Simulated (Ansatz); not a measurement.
Cu Kα1 powder pattern (kinematic, no thermal factors).
```
2θ (°)  relative intensity
 18.49                   2
 26.64                  19
 27.89                  76
 28.25                  91
 32.63                 100
 37.48                   2
 38.03                  12
 38.95                  29
 39.22                  74
 42.61                  31
 46.58                  13
 47.36                   3
 47.82                   7
 54.47                  39
 54.88                  27
 55.17                  27
 57.63                   6
 62.02                   4
 62.29                   2
 62.67                  31
 62.86                  21
 64.58                  13
 65.32                  28
 68.36                   1
 69.33                  10
 74.77                   7
 74.84                   2
 75.36                   3
 79.98                   2
 81.07                  14
 81.34                   9
 81.58                  18
 83.64                   8
 86.11                   6
 88.03                  13
 88.20                   4
 89.74                  11
```

The pattern is computed from a structure relaxed with DFT PBE, scalar-relativistic, plane waves, PAW, and for the lanthanide a 4f-in-core norm-conserving potential, in Ansatz 0.2.0. No spin polarisation. Its elements are F, Ho.

Give the structure.

Ho₃F₂.
Space group P-4m2 (No. 115). a = 3.343 Å, b = 3.343 Å, c = 9.589 Å, α = 90.00°, β = 90.00°, γ = 90.00°
| atom | site | symmetry | x | y | z |
| --- | --- | --- | --- | --- | --- |
| Ho | 2g | 2mm. | 0.0000 | 0.5000 | 0.3561 |
| Ho | 1b | -4m2 | 0.5000 | 0.5000 | 0.0000 |
| F | 2g | 2mm. | 0.5000 | 0.0000 | 0.2879 |

A pattern alone doesn't exclude other cells with like lines; this is the one computed.

Another cell of Ho3F2 relaxed alike, in P-3m1, lies 0.45 eV/atom lower, so this cell isn't the stable form at this level.

The structure comes from a generated guess; another structure or a mixture of phases may lie lower.

The lanthanide is trivalent by construction, without f bands, f moments or other valences.
